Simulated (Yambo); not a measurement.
Yambo run on Sr2H3I (space group P-3m1, No. 164). The wavefunctions are LDA (Quantum ESPRESSO, PseudoDojo norm-conserving, 74 Ry, scalar-relativistic) ones on a 3×3×2 mesh (15 occupied bands); a = b = 4.243 Å, c = 7.683 Å, α = β = 90.00°, γ = 120.00°.

Yambo input:

```
rim_cut
gw0
dyson
el_el_corr
HF_and_locXC
ppa
em1d
RandQpts= 1000000
RandGvec= 1 Ry
EXXRLvcs= 74 Ry
VXCRLvcs= 296 Ry
Chimod= "HARTREE"
% BndsRnXp
 1 | 214 |
%
NGsBlkXp= 2 Ry
% LongDrXp
 1.0 | 1.0 | 1.0 |
%
PPAPntXp= 27.2114 eV
% GbndRnge
 1 | 214 |
%
GTermKind= "BG"
DysSolver= "n"
ExtendOut
% QPkrange
 2 | 2 | 15 | 16 |
 5 | 5 | 16 | 16 |
%
```

k points by index: 2 = A, 5 = K.

Table of the .qp output:

```
#    K-point    Band    Eo [eV]    E [eV]    E-Eo [eV]    Vxc [eV]    Vnlxc [eV]    Sc|Eo [eV]    Sc|E [eV]    dSc/dw|Eo [eV]    Re(Z)    Im(Z)
#
    2    15    0.000000    -0.675231    -0.675231    -10.96239    -13.53456    1.745436    1.896938    -6.104578    0.816765    -0.001363
    2    16    2.320948    2.992489    0.671541    -8.552749    -4.041474    -3.705338    -3.839734    -5.444966    0.833263    -0.001058
    5    16    1.867212    2.682769    0.815557    -9.237613    -4.545957    -3.705443    -3.876099    -5.693069    0.826980    -0.001288
```
(The two width columns are left out.) Convergence of these settings isn't established.

Spin-orbit coupling is not included.

Geometry of the Materials Project entry, not relaxed at this level.

The structure is a Materials Project entry; no match was found in the copy of COD used, and its stability was not checked.
